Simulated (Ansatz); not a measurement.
Starting cell, W (bcc, W type):

```yaml
crystal:
  lattice:
    - [-3.18365, 3.18365, 3.18365]
    - [1.59183, -1.59183, 1.59183]
    - [1.59183, 1.59183, -1.59183]
  atoms:
    - { symbol: W, position: [0.00000, 0.00000, 0.00000] }
    - { symbol: W, position: [0.50000, 0.00000, 0.00000] }
```

The atoms are displaced by Q × the pattern below (from a DFPT mode at N = (0.5, 0.0, 0.0), largest move 1; Q in Å), at fixed cell. (q is in reciprocal vectors of the primitive cell; the cell shown is doubled to hold the pattern.)

```json
[
 {"atom": "W1", "x": "0.000", "y": "-0.707", "z": "-0.707"},
 {"atom": "W2", "x": "0.000", "y": "0.707", "z": "0.707"}
]
```

Level of theory: PBE (plane waves to 420 eV, PAW, scalar-relativistic; Ansatz, a quantum-chemistry and plane-wave program). k mesh 10×20×20 (Γ-centred), Fermi-Dirac smearing 0.05 eV. The energy includes the smearing's −TS. Left out: 4 of 13 points, with atoms too close for the PAW data. With partly filled bands, energies and forces of such displacements shift with the k mesh and the smearing. Spin-orbit coupling is left out, though W is heavy. The PAW data are Ansatz's earlier set. W is run without spin polarisation. W was relaxed with its symmetry unable to fall. ΔE is measured from the undisplaced structure. The last digit holds for this mesh only.

```tsv
Q (Å)	ΔE (meV/cell)
-0.1867	1070.1
-0.1400	610.9
-0.0933	275.5
-0.0467	withheld
0.0000	0.0
0.0467	withheld
0.0933	275.5
0.1400	610.9
0.1867	1070.1
```

Fit an even polynomial form (powers 2, 4, 6) to the given rows and predict ΔE at Q = 0.0467.

Least squares on the 7 given rows: ΔE = (32120)·Q² + (-58600)·Q⁴ + (512100)·Q⁶, in meV/cell with Q in Å; root-mean-square residual 0.00 meV/cell. At 0.0467 the fit gives 69.8 meV/cell; the calculation gives 69.6 meV/cell, so the interpolation is off by 0.2 (+0.3 %). The quadratic term alone would give 70.1 meV/cell.

(For displaced atoms, the force is minus the slope of the energy, and its curvature is a force constant, which sets phonon frequencies.)
